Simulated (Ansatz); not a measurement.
Polymorphs of B₄C, each relaxed with DFT-r²SCAN in the program Ansatz with PAW potentials:

A: R-3m
a = 5.6324 Å, b = 5.6324 Å, c = 12.0761 Å, α = 90.00°, β = 90.00°, γ = 120.00°

| atom | site | symmetry | x | y | z |
|---|---|---|---|---|---|
| B | 18h | .m | 0.1673 | 0.3347 | 0.0262 |
| B | 18h | .m | 0.2159 | 0.1079 | 0.1139 |
| C | 6c | 3m | 0.0000 | 0.0000 | 0.3902 |
| C | 3b | -3m | 0.0000 | 0.0000 | 0.5000 |

B: Cm
a = 8.7530 Å, b = 5.5944 Å, c = 5.0451 Å, α = 90.00°, β = 118.81°, γ = 90.00°

```
atom  site  symmetry       x       y       z
----  ----  --------  ------  ------  ------
B       2a         m  0.0081  0.5000  0.1625
B       4b         1  0.3368  0.1609  0.5153
B       4b         1  0.1686  0.3376  0.4954
B       2a         m  0.1934  0.5000  0.8194
B       2a         m  0.3100  0.0000  0.1882
B       4b         1  0.4425  0.2543  0.3052
B       4b         1  0.0607  0.2433  0.7008
B       2a         m  0.4995  0.5000  0.0109
C       2a         m  0.4970  0.0000  0.8250
C       2a         m  0.3758  0.5000  0.1184
C       2a         m  0.1205  0.0000  0.8960
```

**Question.** Order them by energy per atom at 0 K (lowest first) at the level r²SCAN.

**Answer.** B (+0 meV/atom), A (+78 meV/atom)

**Question.** Give each one's gap.

**Answer.** A 1.79 eV; B 3.22 eV.

Standing as an ambient phase not checked: A; B. All cells were relaxed under the symmetry of their starts (and spin orders); stability against distortions was not tested throughout.

Energies hold the estimated change up to a 700 eV cutoff; steps of a few meV lie near the error of the meshes.

Potentials: the later of the program's two PAW sets.
